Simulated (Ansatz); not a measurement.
NaCrS2O8 in space group C2/m (No. 12; Pearson symbol mS24), plane-wave PAW r²SCAN (Ansatz code), all energies at zero smearing, with the estimated change up to a 700 eV cutoff added, with one set of potentials and settings (totals compare only within such a set). Cell of 12 atoms (1 Na, 1 Cr, 2 S, 8 O): -11232.669 eV.

| element | reference phase | E (eV/atom) |
|---|---|---|
| Na | C2/m, 3 atoms in the cell | -1488.6146 |
| Cr | Im-3m, 2 atoms in the cell, spin-polarised | -3382.7158 |
| S | P2/c, 32 atoms in the cell | -905.8156 |
| O | C2/m, 4 atoms in the cell, spin-polarised | -566.0281 |

Formation energy per atom, worked out: (-11232.669 − 1×(-1488.6146) − 1×(-3382.7158) − 2×(-905.8156) − 8×(-566.0281))/12 = -1.790 eV/atom (-173 kJ per mol of atoms), at 0 K, without zero-point energy or fitted corrections.

The first step of the workflow began from a Materials Project structure, measured or hypothetical; the Crystallography Open Database copy checked does not list it. Its standing as an ambient phase is unchecked. The r²SCAN relaxation kept the symmetry of its start; its stability against distortions is not shown here. Spin order of the final state: ferromagnetic, the only order run, not a proven ground state. The cell computed holds one magnetic atom, so no antiferromagnetic order was within reach. Other orbital occupations within this spin state were not tried. No Hubbard U is applied. The references are the lowest solids computed at this level, not always the standard phases (solids in place of the gases).

Potentials: the later of the program's two PAW sets.
